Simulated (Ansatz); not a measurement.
# KLuS2: eigenvalues along the path

```
K Lu S
1.0
     1.97165    1.13833    7.29738
    -1.97165    1.13833    7.29738
     0.00000   -2.27666    7.29738
K Lu S
1 1 2
Direct
  0.00000 0.00000 0.00000
  0.50000 0.50000 0.50000
  0.76704 0.76704 0.76704
  0.23296 0.23296 0.23296
```

Atoms are numbered in the order listed.

The cell is the one relaxed in the Materials Project (mp-1007636), not relaxed further here; entries there can be hypothetical.

No spin–orbit coupling, which matters for the heavy atoms here.

These are results of DFT, LDA, all-electron LAPW, scalar-relativistic in Ansatz 0.2.0, not measurements.

Settings: a Γ-centred 7×7×7 k mesh, Fermi–Dirac smearing of 0.02 eV, basis error target 1 meV/atom, no spin polarisation.

Path points, in fractions of the reciprocal vectors: Γ (0.000, 0.000, 0.000), T (0.500, 0.500, 0.500), H2 (0.817, 0.183, 0.500), H0 (0.500, -0.183, 0.183), L (0.500, 0.000, 0.000), S0 (0.341, -0.341, 0.000), S2 (0.659, 0.000, 0.341), F (0.500, 0.000, 0.500). Levels in eV from the valence-band top; bands 19 to 42, counted from the lowest band of the run. The gap is 2.08 eV, indirect from Γ to F (0.5, 0, 0.5).

```
# k(1/Å) point b19 b20 b21 b22 b23 b24 b25 b26 b27 b28 b29 b30 b31 b32 b33 b34 b35 b36 b37 b38 b39 b40 b41 b42
0.000 Γ -12.75 -12.43 -12.43 -11.80 -10.52 -3.85 -3.85 -3.84 -3.81 -3.79 -3.79 -3.76 -3.45 -1.78 -1.78 -0.35 0.00 0.00 3.25 3.52 3.52 3.55 5.40 5.62
0.031 - -12.75 -12.43 -12.43 -11.79 -10.52 -3.85 -3.85 -3.84 -3.81 -3.79 -3.79 -3.76 -3.45 -1.78 -1.78 -0.36 0.00 0.00 3.26 3.52 3.52 3.55 5.39 5.62
0.062 - -12.76 -12.43 -12.43 -11.78 -10.53 -3.85 -3.85 -3.84 -3.81 -3.79 -3.79 -3.76 -3.43 -1.78 -1.78 -0.39 -0.01 -0.01 3.31 3.53 3.53 3.55 5.37 5.64
0.092 - -12.76 -12.43 -12.43 -11.76 -10.55 -3.85 -3.85 -3.84 -3.81 -3.79 -3.79 -3.76 -3.41 -1.78 -1.78 -0.45 -0.01 -0.01 3.38 3.53 3.53 3.55 5.35 5.67
0.123 - -12.78 -12.43 -12.43 -11.73 -10.57 -3.85 -3.85 -3.84 -3.81 -3.79 -3.79 -3.76 -3.37 -1.77 -1.77 -0.52 -0.02 -0.02 3.47 3.54 3.54 3.55 5.31 5.71
0.154 - -12.79 -12.43 -12.43 -11.69 -10.59 -3.85 -3.85 -3.85 -3.81 -3.79 -3.79 -3.76 -3.33 -1.77 -1.77 -0.60 -0.03 -0.03 3.54 3.54 3.55 3.58 5.28 5.77
0.185 - -12.80 -12.43 -12.43 -11.65 -10.62 -3.85 -3.85 -3.85 -3.81 -3.79 -3.79 -3.76 -3.29 -1.77 -1.77 -0.70 -0.04 -0.04 3.55 3.55 3.55 3.71 5.24 5.83
0.215 - -12.82 -12.43 -12.43 -11.61 -10.66 -3.85 -3.85 -3.85 -3.81 -3.79 -3.79 -3.76 -3.24 -1.76 -1.76 -0.80 -0.06 -0.06 3.55 3.56 3.56 3.84 5.21 5.90
0.246 - -12.83 -12.43 -12.43 -11.56 -10.70 -3.86 -3.85 -3.85 -3.81 -3.79 -3.79 -3.76 -3.18 -1.76 -1.76 -0.90 -0.07 -0.07 3.55 3.57 3.57 3.98 5.19 5.97
0.277 - -12.84 -12.43 -12.43 -11.52 -10.73 -3.86 -3.85 -3.85 -3.81 -3.79 -3.79 -3.76 -3.13 -1.75 -1.75 -0.99 -0.08 -0.08 3.55 3.57 3.57 4.11 5.18 6.05
0.308 - -12.85 -12.43 -12.43 -11.47 -10.77 -3.86 -3.85 -3.85 -3.81 -3.79 -3.79 -3.76 -3.08 -1.75 -1.75 -1.08 -0.09 -0.09 3.55 3.58 3.58 4.23 5.18 6.13
0.338 - -12.86 -12.43 -12.43 -11.43 -10.81 -3.86 -3.85 -3.85 -3.81 -3.79 -3.79 -3.76 -3.03 -1.74 -1.74 -1.15 -0.10 -0.10 3.55 3.59 3.59 4.32 5.20 6.20
0.369 - -12.87 -12.43 -12.43 -11.40 -10.84 -3.86 -3.85 -3.85 -3.81 -3.79 -3.79 -3.76 -2.99 -1.74 -1.74 -1.21 -0.11 -0.11 3.55 3.59 3.59 4.39 5.24 6.14
0.400 - -12.87 -12.43 -12.43 -11.37 -10.86 -3.86 -3.85 -3.85 -3.81 -3.79 -3.79 -3.76 -2.97 -1.74 -1.74 -1.25 -0.11 -0.11 3.55 3.59 3.59 4.44 5.27 6.08
0.431 T -12.87 -12.43 -12.43 -11.36 -10.87 -3.86 -3.85 -3.85 -3.81 -3.79 -3.79 -3.76 -2.96 -1.74 -1.74 -1.26 -0.11 -0.11 3.55 3.59 3.59 4.45 5.29 6.05
0.503 - -12.87 -12.44 -12.43 -11.36 -10.86 -3.86 -3.85 -3.85 -3.81 -3.79 -3.79 -3.76 -2.95 -1.82 -1.73 -1.17 -0.18 -0.13 3.55 3.57 3.65 4.52 5.21 6.04
0.575 - -12.85 -12.46 -12.43 -11.34 -10.86 -3.86 -3.85 -3.85 -3.81 -3.80 -3.79 -3.77 -2.92 -1.99 -1.72 -1.00 -0.37 -0.19 3.47 3.57 3.86 4.66 5.11 6.02
0.647 - -12.82 -12.49 -12.44 -11.31 -10.85 -3.85 -3.85 -3.85 -3.81 -3.80 -3.79 -3.77 -2.88 -2.16 -1.70 -0.83 -0.62 -0.29 3.38 3.56 4.16 4.66 5.23 6.00
0.719 - -12.79 -12.53 -12.45 -11.27 -10.83 -3.86 -3.85 -3.84 -3.81 -3.80 -3.79 -3.77 -2.84 -2.32 -1.68 -0.90 -0.69 -0.43 3.31 3.54 4.47 4.60 5.51 5.95
0.791 - -12.74 -12.58 -12.46 -11.22 -10.82 -3.86 -3.84 -3.83 -3.81 -3.81 -3.79 -3.78 -2.79 -2.45 -1.67 -1.16 -0.61 -0.58 3.26 3.50 4.62 4.75 5.85 5.86
0.864 - -12.70 -12.62 -12.47 -11.16 -10.81 -3.86 -3.84 -3.83 -3.81 -3.81 -3.79 -3.79 -2.77 -2.55 -1.67 -1.38 -0.76 -0.55 3.23 3.46 4.73 4.96 5.82 6.20
0.936 - -12.67 -12.66 -12.49 -11.10 -10.80 -3.86 -3.83 -3.82 -3.82 -3.80 -3.79 -3.79 -2.78 -2.62 -1.69 -1.53 -0.94 -0.57 3.24 3.41 4.93 5.12 5.83 6.40
1.008 - -12.71 -12.62 -12.50 -11.03 -10.79 -3.86 -3.83 -3.82 -3.82 -3.80 -3.79 -3.79 -2.84 -2.66 -1.69 -1.63 -1.11 -0.63 3.29 3.38 5.18 5.23 5.90 6.50
1.080 - -12.74 -12.59 -12.52 -10.96 -10.78 -3.86 -3.82 -3.82 -3.82 -3.80 -3.80 -3.79 -2.92 -2.67 -1.74 -1.67 -1.27 -0.73 3.35 3.40 5.30 5.45 6.03 6.53
1.152 - -12.76 -12.58 -12.52 -10.90 -10.77 -3.85 -3.82 -3.82 -3.81 -3.80 -3.79 -3.79 -2.99 -2.67 -1.85 -1.62 -1.39 -0.85 3.35 3.55 5.32 5.69 6.17 6.52
1.225 - -12.77 -12.60 -12.51 -10.85 -10.77 -3.85 -3.82 -3.82 -3.81 -3.80 -3.79 -3.79 -3.04 -2.65 -1.98 -1.55 -1.48 -0.99 3.37 3.73 5.28 5.89 6.31 6.49
1.297 - -12.76 -12.63 -12.49 -10.81 -10.76 -3.85 -3.82 -3.82 -3.81 -3.79 -3.79 -3.79 -3.04 -2.63 -2.13 -1.52 -1.50 -1.13 3.42 3.94 5.16 6.02 6.42 6.49
1.369 - -12.75 -12.66 -12.48 -10.78 -10.76 -3.85 -3.82 -3.82 -3.81 -3.79 -3.79 -3.78 -3.00 -2.62 -2.28 -1.51 -1.45 -1.26 3.49 4.16 4.98 6.07 6.47 6.58
1.441 H2 -12.73 -12.69 -12.48 -10.76 -10.76 -3.85 -3.82 -3.82 -3.81 -3.79 -3.79 -3.78 -2.95 -2.62 -2.40 -1.47 -1.42 -1.38 3.59 4.38 4.77 6.04 6.33 6.51
1.463 - -12.73 -12.69 -12.48 -10.77 -10.76 -3.85 -3.82 -3.82 -3.81 -3.79 -3.79 -3.78 -2.94 -2.61 -2.40 -1.47 -1.42 -1.39 3.60 4.40 4.75 6.04 6.30 6.51
1.484 - -12.73 -12.69 -12.48 -10.77 -10.76 -3.85 -3.82 -3.82 -3.81 -3.79 -3.79 -3.78 -2.94 -2.61 -2.41 -1.46 -1.42 -1.39 3.60 4.42 4.73 6.04 6.28 6.52
1.505 - -12.72 -12.69 -12.48 -10.77 -10.76 -3.85 -3.82 -3.82 -3.81 -3.79 -3.79 -3.78 -2.94 -2.61 -2.41 -1.46 -1.42 -1.40 3.61 4.45 4.71 6.03 6.25 6.52
1.527 - -12.72 -12.70 -12.48 -10.77 -10.75 -3.85 -3.82 -3.82 -3.81 -3.79 -3.79 -3.78 -2.94 -2.60 -2.42 -1.46 -1.43 -1.40 3.61 4.48 4.68 6.03 6.23 6.52
1.548 - -12.72 -12.70 -12.48 -10.77 -10.75 -3.85 -3.82 -3.82 -3.81 -3.79 -3.79 -3.78 -2.94 -2.60 -2.42 -1.45 -1.43 -1.40 3.62 4.51 4.65 6.04 6.21 6.53
1.570 - -12.72 -12.70 -12.48 -10.77 -10.75 -3.85 -3.82 -3.82 -3.81 -3.79 -3.79 -3.78 -2.94 -2.60 -2.42 -1.45 -1.43 -1.40 3.62 4.54 4.62 6.04 6.20 6.53
1.591 - -12.72 -12.70 -12.48 -10.77 -10.75 -3.85 -3.82 -3.82 -3.81 -3.79 -3.79 -3.78 -2.94 -2.60 -2.42 -1.45 -1.43 -1.40 3.62 4.57 4.60 6.04 6.19 6.53
1.613 - -12.72 -12.70 -12.48 -10.77 -10.75 -3.85 -3.82 -3.82 -3.81 -3.79 -3.79 -3.78 -2.94 -2.60 -2.42 -1.45 -1.43 -1.40 3.62 4.54 4.62 6.04 6.20 6.53
1.634 - -12.72 -12.70 -12.48 -10.77 -10.75 -3.85 -3.82 -3.82 -3.81 -3.79 -3.79 -3.78 -2.94 -2.60 -2.42 -1.45 -1.43 -1.40 3.62 4.51 4.65 6.04 6.21 6.53
1.656 - -12.72 -12.70 -12.48 -10.77 -10.75 -3.85 -3.82 -3.82 -3.81 -3.79 -3.79 -3.78 -2.94 -2.60 -2.42 -1.46 -1.43 -1.40 3.61 4.48 4.68 6.03 6.23 6.52
1.677 - -12.72 -12.69 -12.48 -10.77 -10.76 -3.85 -3.82 -3.82 -3.81 -3.79 -3.79 -3.78 -2.94 -2.61 -2.41 -1.46 -1.42 -1.40 3.61 4.45 4.71 6.03 6.25 6.52
1.699 - -12.73 -12.69 -12.48 -10.77 -10.76 -3.85 -3.82 -3.82 -3.81 -3.79 -3.79 -3.78 -2.94 -2.61 -2.41 -1.46 -1.42 -1.39 3.60 4.42 4.73 6.04 6.28 6.52
1.720 - -12.73 -12.69 -12.48 -10.77 -10.76 -3.85 -3.82 -3.82 -3.81 -3.79 -3.79 -3.78 -2.94 -2.61 -2.40 -1.47 -1.42 -1.39 3.60 4.40 4.75 6.04 6.30 6.51
1.742 H0 -12.73 -12.69 -12.48 -10.76 -10.76 -3.85 -3.82 -3.82 -3.81 -3.79 -3.79 -3.78 -2.95 -2.62 -2.40 -1.47 -1.42 -1.38 3.59 4.38 4.77 6.04 6.33 6.51
1.783 - -12.71 -12.71 -12.48 -10.76 -10.76 -3.85 -3.82 -3.82 -3.81 -3.79 -3.79 -3.79 -2.93 -2.61 -2.42 -1.45 -1.43 -1.41 3.65 4.51 4.65 6.00 6.17 6.54
1.825 - -12.72 -12.70 -12.48 -10.76 -10.76 -3.85 -3.82 -3.81 -3.81 -3.79 -3.79 -3.78 -2.94 -2.61 -2.40 -1.50 -1.40 -1.40 3.70 4.54 4.63 5.92 6.04 6.57
1.867 - -12.74 -12.67 -12.48 -10.76 -10.76 -3.85 -3.82 -3.81 -3.81 -3.79 -3.79 -3.78 -2.99 -2.60 -2.33 -1.54 -1.40 -1.36 3.73 4.46 4.74 5.79 5.97 6.60
1.908 - -12.76 -12.65 -12.48 -10.77 -10.76 -3.85 -3.82 -3.81 -3.81 -3.79 -3.79 -3.78 -3.05 -2.59 -2.23 -1.58 -1.41 -1.32 3.71 4.42 4.83 5.63 5.94 6.63
1.950 - -12.78 -12.63 -12.48 -10.78 -10.76 -3.85 -3.83 -3.81 -3.81 -3.79 -3.79 -3.78 -3.12 -2.58 -2.11 -1.61 -1.41 -1.29 3.63 4.44 4.91 5.47 5.94 6.66
1.992 - -12.79 -12.61 -12.49 -10.79 -10.76 -3.85 -3.83 -3.81 -3.81 -3.79 -3.79 -3.78 -3.20 -2.56 -1.98 -1.63 -1.41 -1.27 3.51 4.51 4.98 5.33 5.97 6.66
2.033 - -12.81 -12.59 -12.49 -10.80 -10.77 -3.85 -3.83 -3.81 -3.81 -3.79 -3.79 -3.78 -3.27 -2.55 -1.84 -1.64 -1.40 -1.25 3.36 4.60 5.00 5.22 6.03 6.65
2.075 - -12.82 -12.57 -12.49 -10.81 -10.77 -3.84 -3.84 -3.81 -3.81 -3.79 -3.79 -3.78 -3.33 -2.54 -1.73 -1.64 -1.37 -1.24 3.20 4.70 4.93 5.21 6.11 6.64
2.116 - -12.83 -12.55 -12.50 -10.82 -10.77 -3.84 -3.84 -3.81 -3.81 -3.79 -3.79 -3.78 -3.39 -2.53 -1.66 -1.63 -1.31 -1.24 3.04 4.79 4.83 5.26 6.20 6.62
2.158 - -12.84 -12.53 -12.50 -10.83 -10.77 -3.84 -3.84 -3.81 -3.81 -3.79 -3.79 -3.78 -3.44 -2.52 -1.62 -1.62 -1.25 -1.21 2.88 4.73 4.89 5.33 6.30 6.61
2.200 - -12.85 -12.52 -12.50 -10.83 -10.77 -3.84 -3.83 -3.81 -3.81 -3.79 -3.79 -3.78 -3.48 -2.51 -1.61 -1.60 -1.26 -1.11 2.75 4.65 4.96 5.40 6.38 6.61
2.241 - -12.85 -12.51 -12.50 -10.84 -10.78 -3.85 -3.83 -3.81 -3.80 -3.79 -3.79 -3.78 -3.51 -2.50 -1.61 -1.57 -1.28 -1.03 2.64 4.59 5.02 5.47 6.42 6.60
2.283 - -12.86 -12.50 -12.50 -10.84 -10.78 -3.85 -3.83 -3.81 -3.80 -3.79 -3.78 -3.78 -3.53 -2.50 -1.60 -1.56 -1.29 -0.97 2.57 4.56 5.06 5.53 6.41 6.60
2.325 L -12.86 -12.50 -12.50 -10.84 -10.78 -3.85 -3.83 -3.81 -3.80 -3.79 -3.78 -3.78 -3.54 -2.50 -1.60 -1.55 -1.30 -0.95 2.55 4.54 5.07 5.55 6.40 6.60
2.391 - -12.85 -12.51 -12.50 -10.86 -10.77 -3.85 -3.83 -3.81 -3.80 -3.79 -3.79 -3.78 -3.50 -2.50 -1.64 -1.55 -1.25 -0.94 2.56 4.56 5.08 5.52 6.22 6.77
2.458 - -12.84 -12.52 -12.50 -10.89 -10.76 -3.84 -3.83 -3.82 -3.80 -3.80 -3.79 -3.79 -3.42 -2.51 -1.73 -1.55 -1.14 -0.93 2.58 4.60 5.08 5.43 5.95 6.78
2.524 - -12.82 -12.53 -12.49 -10.95 -10.75 -3.84 -3.83 -3.83 -3.80 -3.80 -3.79 -3.79 -3.29 -2.50 -1.83 -1.55 -1.01 -0.90 2.61 4.66 5.06 5.29 5.70 6.66
2.591 - -12.79 -12.55 -12.49 -11.02 -10.74 -3.85 -3.84 -3.83 -3.80 -3.80 -3.79 -3.79 -3.14 -2.49 -1.92 -1.55 -0.86 -0.85 2.66 4.72 4.98 5.14 5.57 6.51
2.657 - -12.75 -12.58 -12.48 -11.10 -10.72 -3.85 -3.84 -3.83 -3.81 -3.80 -3.80 -3.79 -3.00 -2.45 -1.99 -1.56 -0.79 -0.71 2.73 4.68 4.89 4.96 5.57 6.26
2.724 - -12.71 -12.61 -12.47 -11.20 -10.69 -3.86 -3.83 -3.83 -3.81 -3.80 -3.79 -3.79 -2.91 -2.40 -1.97 -1.58 -0.71 -0.58 2.82 4.47 4.78 4.90 5.63 5.98
2.790 - -12.68 -12.63 -12.47 -11.30 -10.67 -3.86 -3.83 -3.83 -3.81 -3.81 -3.79 -3.79 -2.91 -2.33 -1.83 -1.61 -0.61 -0.47 2.92 4.23 4.58 4.88 5.58 5.88
2.857 - -12.67 -12.62 -12.46 -11.40 -10.64 -3.86 -3.84 -3.83 -3.81 -3.81 -3.79 -3.78 -2.99 -2.25 -1.64 -1.57 -0.50 -0.38 3.03 4.02 4.38 4.78 5.37 5.90
2.923 - -12.69 -12.57 -12.45 -11.50 -10.61 -3.86 -3.84 -3.83 -3.81 -3.81 -3.79 -3.78 -3.09 -2.15 -1.68 -1.26 -0.39 -0.33 3.15 3.82 4.17 4.60 5.19 5.80
2.990 - -12.71 -12.53 -12.44 -11.60 -10.58 -3.86 -3.84 -3.83 -3.81 -3.81 -3.79 -3.77 -3.21 -2.05 -1.71 -0.92 -0.31 -0.27 3.26 3.65 3.97 4.34 5.11 5.72
3.056 - -12.73 -12.49 -12.44 -11.68 -10.56 -3.85 -3.85 -3.83 -3.81 -3.80 -3.79 -3.77 -3.31 -1.95 -1.74 -0.59 -0.31 -0.17 3.36 3.50 3.79 4.05 5.10 5.67
3.123 - -12.74 -12.46 -12.43 -11.74 -10.54 -3.85 -3.85 -3.84 -3.81 -3.80 -3.79 -3.76 -3.38 -1.86 -1.76 -0.33 -0.28 -0.08 3.38 3.45 3.65 3.79 5.17 5.64
3.189 - -12.75 -12.44 -12.43 -11.78 -10.52 -3.85 -3.85 -3.84 -3.81 -3.79 -3.79 -3.76 -3.43 -1.80 -1.78 -0.34 -0.08 -0.02 3.29 3.51 3.56 3.61 5.29 5.62
3.256 Γ -12.75 -12.43 -12.43 -11.80 -10.52 -3.85 -3.85 -3.84 -3.81 -3.79 -3.79 -3.76 -3.45 -1.78 -1.78 -0.35 0.00 0.00 3.25 3.52 3.52 3.55 5.40 5.62
3.333 - -12.74 -12.44 -12.43 -11.78 -10.53 -3.85 -3.85 -3.84 -3.81 -3.79 -3.79 -3.76 -3.43 -1.81 -1.78 -0.34 -0.11 -0.03 3.30 3.52 3.54 3.64 5.26 5.63
3.411 - -12.73 -12.47 -12.43 -11.72 -10.54 -3.85 -3.85 -3.83 -3.81 -3.80 -3.79 -3.77 -3.36 -1.89 -1.76 -0.38 -0.32 -0.12 3.41 3.51 3.56 3.92 5.13 5.66
3.489 - -12.72 -12.51 -12.44 -11.64 -10.57 -3.85 -3.85 -3.83 -3.81 -3.81 -3.79 -3.77 -3.26 -2.00 -1.73 -0.75 -0.31 -0.25 3.52 3.54 3.63 4.30 5.09 5.67
3.566 - -12.69 -12.56 -12.45 -11.53 -10.60 -3.86 -3.84 -3.83 -3.81 -3.81 -3.79 -3.78 -3.12 -2.11 -1.71 -1.13 -0.43 -0.32 3.55 3.60 3.82 4.69 5.11 5.65
3.644 - -12.67 -12.61 -12.46 -11.41 -10.64 -3.86 -3.84 -3.82 -3.82 -3.81 -3.79 -3.78 -2.97 -2.21 -1.73 -1.45 -0.63 -0.37 3.60 3.63 4.08 5.01 5.20 5.61
3.722 - -12.66 -12.64 -12.48 -11.28 -10.68 -3.86 -3.83 -3.82 -3.82 -3.80 -3.79 -3.79 -2.84 -2.30 -1.90 -1.58 -0.84 -0.46 3.65 3.68 4.39 5.20 5.29 5.62
3.800 - -12.70 -12.61 -12.49 -11.15 -10.72 -3.86 -3.83 -3.82 -3.82 -3.80 -3.79 -3.79 -2.79 -2.36 -2.05 -1.62 -1.04 -0.57 3.67 3.77 4.71 5.25 5.37 5.71
3.877 - -12.73 -12.58 -12.51 -11.03 -10.75 -3.86 -3.82 -3.82 -3.82 -3.80 -3.80 -3.79 -2.87 -2.39 -2.03 -1.69 -1.23 -0.71 3.69 3.89 4.97 5.29 5.43 5.81
3.955 - -12.76 -12.58 -12.52 -10.92 -10.78 -3.86 -3.82 -3.82 -3.81 -3.80 -3.80 -3.79 -2.99 -2.41 -1.91 -1.78 -1.38 -0.84 3.73 4.01 4.98 5.48 5.55 5.89
4.033 - -12.77 -12.59 -12.51 -10.83 -10.79 -3.85 -3.82 -3.82 -3.81 -3.80 -3.79 -3.79 -3.09 -2.41 -1.96 -1.74 -1.49 -0.98 3.75 4.14 4.92 5.54 5.83 5.99
4.111 - -12.77 -12.62 -12.49 -10.80 -10.78 -3.85 -3.82 -3.82 -3.81 -3.79 -3.79 -3.79 -3.13 -2.41 -2.14 -1.61 -1.55 -1.12 3.76 4.27 4.88 5.63 5.85 6.28
4.188 - -12.75 -12.65 -12.48 -10.79 -10.75 -3.85 -3.82 -3.82 -3.81 -3.79 -3.79 -3.78 -3.08 -2.42 -2.34 -1.55 -1.52 -1.24 3.75 4.39 4.82 5.75 5.86 6.50
4.266 - -12.73 -12.69 -12.48 -10.78 -10.75 -3.85 -3.82 -3.82 -3.81 -3.79 -3.79 -3.78 -2.98 -2.53 -2.42 -1.50 -1.46 -1.35 3.72 4.50 4.68 5.90 5.99 6.57
4.344 S0 -12.72 -12.70 -12.48 -10.77 -10.75 -3.85 -3.82 -3.82 -3.81 -3.79 -3.79 -3.78 -2.94 -2.60 -2.42 -1.45 -1.43 -1.40 3.62 4.57 4.60 6.04 6.19 6.53
4.364 - -12.72 -12.70 -12.48 -10.77 -10.75 -3.85 -3.82 -3.82 -3.81 -3.79 -3.79 -3.78 -2.94 -2.60 -2.42 -1.45 -1.43 -1.40 3.62 4.56 4.60 6.03 6.19 6.53
4.385 - -12.72 -12.70 -12.48 -10.77 -10.75 -3.85 -3.82 -3.82 -3.81 -3.79 -3.79 -3.79 -2.94 -2.60 -2.42 -1.45 -1.43 -1.40 3.63 4.54 4.62 6.02 6.18 6.53
4.406 - -12.72 -12.70 -12.48 -10.77 -10.76 -3.85 -3.82 -3.82 -3.81 -3.79 -3.79 -3.79 -2.93 -2.61 -2.42 -1.45 -1.43 -1.40 3.63 4.53 4.63 6.02 6.18 6.53
4.427 - -12.72 -12.70 -12.48 -10.77 -10.76 -3.85 -3.82 -3.82 -3.81 -3.79 -3.79 -3.79 -2.93 -2.61 -2.42 -1.45 -1.43 -1.41 3.64 4.52 4.64 6.01 6.18 6.53
4.447 - -12.72 -12.70 -12.48 -10.76 -10.76 -3.85 -3.82 -3.82 -3.81 -3.79 -3.79 -3.79 -2.93 -2.61 -2.42 -1.45 -1.43 -1.41 3.64 4.51 4.65 6.01 6.18 6.53
4.468 - -12.72 -12.70 -12.48 -10.76 -10.76 -3.85 -3.82 -3.82 -3.81 -3.79 -3.79 -3.79 -2.93 -2.61 -2.42 -1.45 -1.43 -1.41 3.64 4.50 4.66 6.00 6.18 6.53
4.489 - -12.71 -12.70 -12.48 -10.76 -10.76 -3.85 -3.82 -3.82 -3.81 -3.79 -3.79 -3.79 -2.93 -2.61 -2.42 -1.45 -1.43 -1.41 3.65 4.50 4.66 6.00 6.18 6.53
4.510 - -12.72 -12.70 -12.48 -10.76 -10.76 -3.85 -3.82 -3.82 -3.81 -3.79 -3.79 -3.79 -2.93 -2.61 -2.42 -1.45 -1.43 -1.41 3.64 4.50 4.66 6.00 6.18 6.53
4.530 - -12.72 -12.70 -12.48 -10.76 -10.76 -3.85 -3.82 -3.82 -3.81 -3.79 -3.79 -3.79 -2.93 -2.61 -2.42 -1.45 -1.43 -1.41 3.64 4.51 4.65 6.01 6.18 6.53
4.551 - -12.72 -12.70 -12.48 -10.77 -10.76 -3.85 -3.82 -3.82 -3.81 -3.79 -3.79 -3.79 -2.93 -2.61 -2.42 -1.45 -1.43 -1.41 3.64 4.52 4.64 6.01 6.18 6.53
4.572 - -12.72 -12.70 -12.48 -10.77 -10.76 -3.85 -3.82 -3.82 -3.81 -3.79 -3.79 -3.79 -2.93 -2.61 -2.42 -1.45 -1.43 -1.40 3.63 4.53 4.63 6.02 6.18 6.53
4.593 - -12.72 -12.70 -12.48 -10.77 -10.75 -3.85 -3.82 -3.82 -3.81 -3.79 -3.79 -3.79 -2.94 -2.60 -2.42 -1.45 -1.43 -1.40 3.63 4.54 4.62 6.02 6.18 6.53
4.613 - -12.72 -12.70 -12.48 -10.77 -10.75 -3.85 -3.82 -3.82 -3.81 -3.79 -3.79 -3.78 -2.94 -2.60 -2.42 -1.45 -1.43 -1.40 3.62 4.56 4.60 6.03 6.19 6.53
4.634 S2 -12.72 -12.70 -12.48 -10.77 -10.75 -3.85 -3.82 -3.82 -3.81 -3.79 -3.79 -3.78 -2.94 -2.60 -2.42 -1.45 -1.43 -1.40 3.62 4.57 4.60 6.04 6.19 6.53
4.670 - -12.74 -12.68 -12.48 -10.79 -10.74 -3.85 -3.82 -3.81 -3.81 -3.79 -3.79 -3.78 -3.00 -2.53 -2.42 -1.48 -1.43 -1.35 3.53 4.55 4.64 6.09 6.28 6.49
4.706 - -12.75 -12.66 -12.48 -10.81 -10.72 -3.85 -3.82 -3.81 -3.81 -3.79 -3.79 -3.78 -3.08 -2.42 -2.42 -1.51 -1.44 -1.30 3.42 4.57 4.67 6.12 6.32 6.49
4.742 - -12.76 -12.64 -12.48 -10.83 -10.71 -3.85 -3.82 -3.81 -3.81 -3.79 -3.79 -3.78 -3.17 -2.42 -2.30 -1.54 -1.44 -1.25 3.29 4.60 4.71 6.14 6.26 6.55
4.779 - -12.78 -12.62 -12.48 -10.85 -10.69 -3.85 -3.83 -3.81 -3.81 -3.79 -3.79 -3.78 -3.25 -2.41 -2.17 -1.56 -1.44 -1.20 3.16 4.64 4.74 6.14 6.18 6.61
4.815 - -12.79 -12.61 -12.49 -10.88 -10.68 -3.85 -3.83 -3.81 -3.81 -3.79 -3.79 -3.78 -3.33 -2.40 -2.03 -1.58 -1.44 -1.15 3.01 4.69 4.77 6.09 6.13 6.62
4.851 - -12.80 -12.59 -12.49 -10.90 -10.67 -3.85 -3.83 -3.81 -3.81 -3.79 -3.79 -3.78 -3.41 -2.39 -1.91 -1.60 -1.43 -1.10 2.86 4.73 4.80 6.01 6.11 6.57
4.887 - -12.81 -12.57 -12.49 -10.93 -10.65 -3.85 -3.83 -3.81 -3.81 -3.79 -3.79 -3.78 -3.48 -2.38 -1.81 -1.61 -1.39 -1.06 2.72 4.76 4.84 5.94 6.07 6.53
4.923 - -12.82 -12.55 -12.49 -10.95 -10.64 -3.84 -3.83 -3.81 -3.81 -3.79 -3.79 -3.78 -3.55 -2.38 -1.75 -1.62 -1.31 -1.02 2.58 4.76 4.87 5.89 6.01 6.50
4.959 - -12.83 -12.54 -12.50 -10.97 -10.63 -3.84 -3.84 -3.81 -3.81 -3.79 -3.79 -3.78 -3.60 -2.37 -1.72 -1.62 -1.21 -0.99 2.45 4.75 4.92 5.86 5.93 6.48
4.995 - -12.83 -12.53 -12.50 -10.99 -10.62 -3.84 -3.84 -3.81 -3.81 -3.79 -3.79 -3.78 -3.65 -2.36 -1.70 -1.62 -1.11 -0.97 2.33 4.72 4.97 5.83 5.86 6.48
5.031 - -12.84 -12.52 -12.50 -11.00 -10.62 -3.84 -3.84 -3.81 -3.81 -3.79 -3.79 -3.78 -3.69 -2.36 -1.70 -1.62 -1.01 -0.95 2.22 4.69 5.03 5.72 5.86 6.48
5.067 - -12.84 -12.51 -12.50 -11.01 -10.61 -3.84 -3.83 -3.81 -3.81 -3.79 -3.79 -3.78 -3.72 -2.35 -1.70 -1.62 -0.93 -0.93 2.15 4.66 5.09 5.62 5.87 6.49
5.103 - -12.85 -12.50 -12.50 -11.02 -10.61 -3.84 -3.83 -3.81 -3.80 -3.79 -3.78 -3.78 -3.74 -2.35 -1.70 -1.62 -0.92 -0.88 2.10 4.64 5.16 5.53 5.87 6.50
5.139 F -12.85 -12.50 -12.50 -11.02 -10.61 -3.84 -3.83 -3.81 -3.80 -3.79 -3.78 -3.78 -3.75 -2.35 -1.70 -1.62 -0.92 -0.86 2.08 4.64 5.18 5.49 5.88 6.51
```
